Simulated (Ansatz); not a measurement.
# Exchange in Ca2MnAlO5 by functional

```
Ca Mn Al O
1.0
    -7.47665    2.73129    2.61567
     7.47665   -2.73129    2.61567
     7.47665    2.73129   -2.61567
Ca Mn Al O
4 2 2 10
Direct
  0.46650 0.88129 0.36159
  0.51970 0.10491 0.63841
  0.51970 0.38129 0.91479
  0.46650 0.60491 0.08521
  0.00000 0.00000 0.00000
  0.00000 0.50000 0.50000
  0.88530 0.70850 0.67680
  0.03170 0.20850 0.32320
  0.50250 0.73889 0.74059
  0.99830 0.76191 0.25941
  0.99830 0.23889 0.73639
  0.50250 0.26191 0.26361
  0.09540 0.88093 0.91833
  0.96260 0.17707 0.08167
  0.96260 0.38093 0.28553
  0.09540 0.67707 0.71447
  0.75950 0.87150 0.38800
  0.48350 0.37150 0.61200
```

The same starts (parallel, antiparallel patterns that fit this cell, and no moments) were run with plane-wave PAW DFT (Ansatz 0.2.0; atoms fixed, collinear spin, no spin-orbit coupling; 6×6×6 Γ-centred mesh, fermi-dirac occupations of width 0.050 eV) at these levels: r2SCAN, 500 eV; r2SCAN with U_eff = 2.7 eV on Mn d (all-electron-ortho-atomic projectors), 500 eV.

Problem. Which order does each level favour, and how strongly?

Solution. The runs give, at zero smearing:

```json
{"level": "r2SCAN", "lowest state": "antiparallel, compensated", "mean moment on Mn (μB)": "3.13", "parallel less best compensated antiparallel (meV per Mn)": "+16", "gain over no moments (meV per Mn)": "2189"}
{"level": "r2SCAN + U", "lowest state": "antiparallel, compensated", "mean moment on Mn (μB)": "3.26", "parallel less best compensated antiparallel (meV per Mn)": "+7", "gain over no moments (meV per Mn)": "2978"}
```

Site moments are taken in small spheres that don't touch (radius about 0.4 of the atom's shortest bond), so those of the magnetic atoms read low. Both levels favour antiparallel moments: the difference runs from +7 to +16 meV per Mn.

The cell is that of a Crystallography Open Database entry, unchanged.

Caveats: only orders that fit this cell were tried, so the true order may need a larger cell or canted moments; atoms and cell are held at the entry's values; differences under about 5 meV per magnetic atom weren't tested against a denser mesh or another U, and are taken as unresolved; the U is a value in common use, not computed for this crystal; the state without moments isn't the paramagnet, so the last column is no ordering energy, and a U inflates it.
